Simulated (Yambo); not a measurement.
A BSE run in Yambo for NaBaIrH$_{6}$ (space group F-43m, No. 216) (LDA bands; 6×6×6 mesh, 9 valence and 7 conduction bands, static screening with 65 bands and a 3 Ry block, scissor 1.38 eV, Tamm-Dancoff; field along x) gives:

| state | energy (eV) | states within 2 meV | relative strength | class |
|---|---|---|---|---|
| 1 | 3.55 | 3 | < 0.01 | dark |
| 2 | 3.82 | 3 | 0.02 | weak |
| 3 | 4.08 | 3 | 0.42 | weak |
| 4 | 4.13 | 3 | < 0.01 | dark |
| 5 | 4.24 | 2 | < 0.01 | dark |

Q: What changes when the window shrinks to 6 valence and 3 conduction bands?

A: The lowest state goes from 3.550 eV to 3.601 eV, and its distance below the direct gap from 0.862 eV to 0.811 eV. These are vertical excitations (zero momentum). The scissor comes from a G0W0 run whose convergence isn't established.

Spin-orbit coupling is not included.

Geometry of the Materials Project entry, not relaxed at this level; primitive cell a = b = c = 5.5473 Å, α = β = γ = 60.00°.

The structure is a Materials Project entry; no match was found in the copy of COD used, and its stability was not checked.
